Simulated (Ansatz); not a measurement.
NbCuN2:
```cif
data_CuN2Nb
_chemical_formula_sum 'Nb1 Cu1 N2'
_space_group_name_H-M_alt 'P 1'
_space_group_IT_number 1
_cell_length_a 6.04173
_cell_length_b 6.04173
_cell_length_c 6.04173
_cell_angle_alpha 29.940
_cell_angle_beta 29.940
_cell_angle_gamma 29.940
loop_
_space_group_symop_operation_xyz
  'x, y, z'
loop_
_atom_site_label
_atom_site_type_symbol
_atom_site_fract_x
_atom_site_fract_y
_atom_site_fract_z
_atom_site_occupancy
Nb1 Nb 0.50000 0.50000 0.50000 1
Cu1 Cu 0.00000 0.00000 0.00000 1
N1 N 0.10530 0.10530 0.10530 1
N2 N 0.89470 0.89470 0.89470 1
```

Relaxed with PBEsol.

Question: Decompose the optical modes at the zone centre into irreducible representations, and say which are infrared and Raman allowed.

Answer: Point group -3m: Γ_opt = A1g + 2A2u + Eg + 2Eu. Infrared: A2u, Eu. Raman: A1g, Eg.

Question: Assign frequencies (DFPT, PBEsol (plane waves, PAW; program Ansatz); without the LO–TO term).

Answer: Eu 65, Eu 174, A2u 250, Eg 486, A2u 650, A1g 774 cm⁻¹.

Space group R-3m. The start of the workflow was typed in or built on a structure type; neither database checked (COD, Materials Project) lists it. Whether it is the stable phase at ambient conditions was not checked. The cell was relaxed with PBEsol under the symmetry of its start; its stability against distortions is not shown here. The workflow began spin-polarised and lost its moments.

Potentials: the earlier of the program's two PAW sets. The files were generated under PBE; for other functionals the program regenerates the frozen cores, and for LDA and PBEsol the local potential too.
